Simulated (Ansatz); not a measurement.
Relaxed Cu (fcc, Cu type):

```
Cu
1.0
    0.00000     3.62969     3.62969
    1.81485     1.81485     3.62969
    1.81485     1.81485     0.00000
Cu
2
Direct
  0.00000   0.00000   0.00000
  0.50000   0.00000   0.00000
```

The atoms are displaced by Q × the pattern below (from a DFPT mode at X = (0.5, 0.5, 0.0), largest move 1; Q in Å), at fixed cell. It is one choice among 2 degenerate patterns. (q is in reciprocal vectors of the primitive cell; the cell shown is doubled to hold the pattern.)

```tsv
atom	x	y	z
Cu1	0.000	1.000	0.000
Cu2	0.000	-1.000	0.000
```

These are PBE (plane waves to 420 eV, PAW, scalar-relativistic; Ansatz, a first-principles code) values and carry that method's errors. k mesh 22×22×22 (Γ-centred), Fermi-Dirac smearing 0.05 eV. Energies are smeared free energies. With partly filled bands, energies and forces of such displacements shift with the k mesh and the smearing. Cu is run without spin polarisation. Cu was relaxed with its symmetry unable to fall. ΔE is measured from the undisplaced structure. The last digit holds for this mesh only.

```tsv
Q (Å)	ΔE (meV/cell)
-0.2800	576.2
-0.2333	388.7
-0.1867	withheld
-0.1400	133.8
-0.0933	58.6
-0.0467	14.5
0.0000	0.0
0.0467	14.5
0.0933	58.6
0.1400	133.8
0.1867	withheld
0.2333	388.7
0.2800	576.2
```

**Question.** Fit an even polynomial form (powers 2, 4) to the given rows and predict ΔE at Q = -0.1867.

**Answer.** Least squares on the 11 given rows: ΔE = (6660)·Q² + (8806)·Q⁴, in meV/cell with Q in Å; root-mean-square residual 0.08 meV/cell. At -0.1867 the fit gives 242.8 meV/cell; the calculation gives 242.6 meV/cell, so the interpolation is off by 0.2 (+0.1 %). The quadratic term alone would give 232.1 meV/cell.

(A displaced cell: forces are minus the slopes of the energy, force constants its curvatures, and phonons follow from these.)
